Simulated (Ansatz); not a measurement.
Phonons of a relaxed structure of LiF by density-functional perturbation theory (low response-accuracy setting, no LO–TO term) at Γ and zone-boundary points with q components 0 or ½ of the primitive reciprocal vectors. All values below come from PBE (plane waves to 420 eV, PAW, scalar-relativistic; Ansatz, a quantum-chemistry and plane-wave program). Γ-centred k-mesh 12×12×12, Fermi–Dirac smearing 0.05 eV.

```xyz
2
Lattice="0.0000 2.0339 2.0339 2.0339 0.0000 2.0339 2.0339 2.0339 0.0000" Properties=species:S:1:pos:R:3 pbc="T T T"
F      0.0000     0.0000     0.0000
Li     2.0339     2.0339     2.0339
```

Space group Fm-3m (No. 225), rock salt type.

```
q            wavenumbers (cm⁻¹; i marks imaginary)
-----------  -------------------------------------
Γ                                 0 (×3), 266 (×3)
L (½, 0, 0)           193 (×2), 259 (×2), 371, 578
X (½, ½, 0)           239 (×2), 307 (×2), 327, 444
```

No instability shows at these points (nothing beyond 15i cm⁻¹, the threshold used here). Other wavevectors were not sampled, so this does not prove stability.

No spin polarisation in the result.
